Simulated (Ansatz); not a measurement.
BaCd₂Ge₂ in space group I4/mmm (No. 139; Ge on 4e, Cd on 4d, Ba on 2a), DFT-PBE in the program Ansatz with PAW potentials, all energies at zero smearing, with the estimated change up to a 700 eV cutoff added, with one set of potentials and settings (totals compare only within such a set). Cell of 5 atoms (2 Ge, 2 Cd, 1 Ba): -31050.261 eV.

```tsv
element	reference phase	E (eV/atom)
Ge	Fd-3m, 2 atoms in the cell	-4294.9847
Cd	P6_3/mmc, 2 atoms in the cell	-8254.4547
Ba	Im-3m, 1 atoms in the cell	-5949.5401
```

Formation energy per atom, worked out: (-31050.261 − 2×(-4294.9847) − 2×(-8254.4547) − 1×(-5949.5401))/5 = -0.368 eV/atom (-36 kJ per mol of atoms), at 0 K, without zero-point energy or fitted corrections.

The workflow started from an entry of the Crystallography Open Database (COD, 298 K). Whether it is the stable phase at ambient conditions was not checked. Symmetry was held in the PBE relaxation; its stability against distortions is not shown here. The references are the lowest solids computed at this level, not always the standard phases. Spin–orbit coupling is left out wherever it is not named.

Potentials: the later of the program's two PAW sets.
